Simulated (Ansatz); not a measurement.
NiO (rock salt)

```xyz
2
Lattice="0.0000 2.0943 2.0943 2.0943 0.0000 2.0943 2.0943 2.0943 0.0000" Properties=species:S:1:pos:R:3 pbc="T T T"
O      0.0000     0.0000     0.0000
Ni     2.0943     2.0943     2.0943
```

The slice is a {110} plane (indices of the conventional cell) through the point (0.000, 0.000, 0.000) (fractional), spanned by u = [100] and v = [1 -1 -1] in vectors of this cell: u (2.96 Å) and v (4.19 Å, at 90° to u). It covers one period; positions are fractions (u, v).

Method: r2SCAN (plane waves to 500 eV, PAW, scalar-relativistic; Ansatz, a quantum-chemistry and plane-wave program). k mesh 13×13×13. These are valence fields of a PAW run, semicore shells included where kept as valence: close to a nucleus they are smooth pseudo fields. NiO is run spin-polarised and with no Hubbard U; the real compound is an antiferromagnetic insulator, a state that this run doesn't describe. NiO was relaxed with its symmetry unable to fall. Relaxed NiO ends ferromagnetic. Other magnetic orders were not checked, so this need not be the ground state.

Task: What is the valence density on the shortest O–Ni line in this plane (2.09 Å), at its minimum between the atoms?

Result: 0.42 e/Å³.

Task: What is the ELF at the density minimum of the shortest O–Ni line in this plane (2.09 Å)?

Result: 0.1.

Task: Predict the map of the ELF of the down spins on the slice.

Result: 
| v \ u | 0.00 | 0.10 | 0.20 | 0.30 | 0.40 | 0.50 | 0.60 | 0.70 | 0.80 | 0.90 |
|---|---|---|---|---|---|---|---|---|---|---|
| 0.96 | x | x | 0.81 | 0.63 | 0.18 | 0.07 | 0.18 | 0.63 | 0.81 | x |
| 0.86 | 0.83 | 0.81 | 0.70 | 0.37 | 0.10 | 0.05 | 0.10 | 0.37 | 0.70 | 0.81 |
| 0.75 | 0.22 | 0.18 | 0.14 | 0.09 | 0.05 | 0.04 | 0.05 | 0.09 | 0.14 | 0.18 |
| 0.64 | 0.10 | 0.22 | 0.33 | 0.16 | 0.07 | 0.05 | 0.07 | 0.16 | 0.33 | 0.22 |
| 0.54 | x | x | 0.42 | 0.18 | 0.08 | 0.07 | 0.08 | 0.18 | 0.42 | x |
| 0.43 | x | 0.55 | 0.47 | 0.20 | 0.08 | 0.07 | 0.08 | 0.20 | 0.47 | 0.55 |
| 0.32 | 0.03 | 0.08 | 0.17 | 0.11 | 0.06 | 0.05 | 0.06 | 0.11 | 0.17 | 0.08 |
| 0.21 | 0.67 | 0.55 | 0.32 | 0.14 | 0.06 | 0.04 | 0.06 | 0.14 | 0.32 | 0.55 |
| 0.11 | 0.77 | 0.80 | 0.77 | 0.49 | 0.13 | 0.06 | 0.13 | 0.49 | 0.77 | 0.80 |
| 0.00 | x | x | 0.81 | 0.64 | 0.19 | 0.07 | 0.19 | 0.64 | 0.81 | x |

Values: ELF of the down spins. Points within 0.4 Å of a nucleus are blanked (x), as the pseudised field means little there.
